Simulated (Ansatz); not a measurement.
Cu Kα1 powder pattern (kinematic, no thermal factors).
2θ (°) (relative intensity): 14.54 (1), 16.08 (1), 25.31 (9), 25.32 (9), 26.25 (1), 28.89 (1), 29.31 (50), 29.31 (100), 41.93 (19), 41.93 (75), 41.94 (19), 49.61 (2), 49.62 (5), 49.62 (3), 51.98 (20), 51.99 (20), 60.80 (6), 60.80 (12), 66.93 (1), 66.93 (1), 68.91 (8), 68.91 (17), 68.91 (17), 68.92 (8), 76.59 (6), 76.59 (12), 76.60 (6), 76.61 (13), 82.21 (1)

The pattern is computed from a structure relaxed with DFT PBE, scalar-relativistic, plane waves, PAW in Ansatz 0.2.0. No spin polarisation. Its elements are Pb, Se, Sn.

Problem. Give the structure.

Solution. Sn₅PbSe₆.
Space group Pmmm (No. 47). a = 4.305 Å, b = 6.089 Å, c = 12.917 Å, α = 90.00°, β = 90.00°, γ = 90.00°
| atom | site | symmetry | x | y | z |
| --- | --- | --- | --- | --- | --- |
| Sn | 2q | mm2 | 0.0000 | 0.0000 | 0.8323 |
| Sn | 2t | mm2 | 0.5000 | 0.5000 | 0.3354 |
| Sn | 1c | mmm | 0.0000 | 0.0000 | 0.5000 |
| Pb | 1f | mmm | 0.5000 | 0.5000 | 0.0000 |
| Se | 2r | mm2 | 0.0000 | 0.5000 | 0.8280 |
| Se | 1b | mmm | 0.5000 | 0.0000 | 0.0000 |
| Se | 2s | mm2 | 0.5000 | 0.0000 | 0.3338 |
| Se | 1g | mmm | 0.0000 | 0.5000 | 0.5000 |

A pattern alone doesn't exclude other cells with like lines; this is the one computed.

The cell was found from a structure generator's guess, not taken from experiment.
